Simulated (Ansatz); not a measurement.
# Calculated ²⁵Mg NMR of the central transition for Ca₂Mg₅Si₈H₂O₂₄

Cell: a structure deposited in the COD, ions relaxed with PBE at fixed cell.

```cif
data_Ca2Mg5Si8H2O24
_symmetry_space_group_name_H-M 'C2/m'
_symmetry_Int_Tables_number 12
_cell_length_a 9.8359
_cell_length_b 18.0450
_cell_length_c 5.2752
_cell_angle_alpha 90.000
_cell_angle_beta 104.750
_cell_angle_gamma 90.000
loop_
_atom_site_label
_atom_site_type_symbol
_atom_site_symmetry_multiplicity
_atom_site_Wyckoff_symbol
_atom_site_fract_x
_atom_site_fract_y
_atom_site_fract_z
Ca Ca 4 h 0.5000 0.7780 0.5000
Mg3 Mg 4 h 0.5000 0.5875 0.5000
Mg5 Mg 4 g 0.5000 0.6762 0.0000
Mg7 Mg 2 a 0.0000 0.0000 0.0000
Si8 Si 8 j 0.2820 0.0840 0.2983
Si12 Si 8 j 0.2889 0.1716 0.8056
H H 4 i 0.2129 0.0000 0.7679
O18 O 8 j 0.1123 0.0858 0.2178
O22 O 8 j 0.6182 0.6713 0.7245
O26 O 4 i 0.1113 0.0000 0.7160
O28 O 8 j 0.6348 0.7511 0.2119
O32 O 8 j 0.3495 0.1365 0.1060
O36 O 8 j 0.3463 0.1166 0.5960
O40 O 4 i 0.3417 0.0000 0.2849
```

One atom of each set is listed; the run and its k-mesh use a cell of 41 atoms with edges of 10.28, 10.28, 5.28 Å.

The numbers come from a DFT calculation in Ansatz (PBE, plane waves and PAW, scalar-relativistic, 420 eV cutoff, Γ-centred 3×3×5 k-points, Fermi–Dirac smearing 0.02 eV).

²⁵Mg has I = 5/2 and Q = 199.4 mb (Pyykkö 2018); at 16.4 T its Larmor frequency is ν₀ = 42.8 MHz. Only the quadrupole interaction is simulated: positions count from each site's isotropic chemical shift, and J coupling is left out, as are shift anisotropy and dipolar coupling, which fast spinning averages.

Question: Give C_Q, η, the quadrupolar product P_Q = |C_Q|(1 + η²/3)^½, the second-order isotropic shift and the breadth of the pattern (fast magic-angle spinning) for each Mg site.

Answer: 

```tsv
site	first shell	C_Q (MHz)	η	P_Q (MHz)	δ_QIS (ppm)	breadth (kHz)
Mg3	6 O at 2.07–2.09 Å	1.95	0.12	1.95	-12.5	1.18
Mg5	6 O at 2.02–2.13 Å	1.37	0.40	1.41	-6.48	0.641
Mg7	6 O at 2.07 Å	3.37	0.31	3.42	-38.4	3.77
```

δ_QIS = −(ν_Q²/30ν₀²)[I(I+1) − 3/4](1 + η²/3) × 10⁶ ppm with ν_Q = 3|C_Q|/[2I(2I−1)]; it falls as 1/B₀² in ppm, and the breadth as 1/B₀ in kHz.

The entry's hydrogen positions were far off; the other atoms hardly move on relaxation.

The relaxation (7 steps) took 2.1 min of wall time (7.4 min of CPU time) and 2.4 GiB at its peak, on 4 threads of Intel Xeon 6975P-C (Granite Rapids) (x86_64; 16 cores open to the job, memory cap 8.0 GiB, no GPU), a shared host with a load of 0.5 a core.
